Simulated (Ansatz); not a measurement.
Starting cell, TiC (rock salt):

```xyz
4
Lattice="0.0000 4.3278 4.3278 2.1639 0.0000 2.1639 2.1639 2.1639 0.0000" Properties=species:S:1:pos:R:3 pbc="T T T"
C      0.0000     0.0000     0.0000
C      2.1639     4.3278     2.1639
Ti     2.1639     2.1639     2.1639
Ti     2.1639     4.3278     4.3278
```

The atoms are displaced by Q × the pattern below (from a DFPT mode at L = (0.5, 0.0, 0.0), largest move 1; Q in Å), at fixed cell. (q is in reciprocal vectors of the primitive cell; the cell shown is doubled to hold the pattern.)

```csv
atom,x,y,z
C1,0.577,-0.577,-0.577
C2,-0.577,0.577,0.577
```

Atoms not listed stay in place.

Level of theory: r2SCAN (plane waves to 500 eV, PAW, scalar-relativistic; Ansatz, an electronic-structure program). k mesh 9×18×18 (Γ-centred), Fermi-Dirac smearing 0.05 eV. Energies are smeared free energies. With partly filled bands, energies and forces of such displacements shift with the k mesh and the smearing. TiC is run without spin polarisation. TiC was relaxed with its symmetry unable to fall. ΔE is measured from the undisplaced structure.

```csv
Q (Å),−dE/dQ from forces (eV/Å),ΔE (meV/cell)
-0.280,12.726,___
-0.233,10.860,___
-0.187,8.839,___
-0.140,6.712,473
-0.093,4.513,211
-0.047,2.268,___
0.000,0.000,0
0.047,-2.268,___
0.093,-4.513,211
0.140,-6.712,473
0.187,-8.839,___
0.233,-10.860,___
0.280,-12.726,___
```

### Question
Complete the blanks.

### Answer

- -0.280, ΔE (meV/cell): 1848
- -0.233, ΔE (meV/cell): 1297
- -0.187, ΔE (meV/cell): 837
- -0.047, ΔE (meV/cell): 53
- 0.047, ΔE (meV/cell): 53
- 0.187, ΔE (meV/cell): 837
- 0.233, ΔE (meV/cell): 1297
- 0.280, ΔE (meV/cell): 1848

(For displaced atoms, the force is minus the slope of the energy, and its curvature is a force constant, which sets phonon frequencies.)
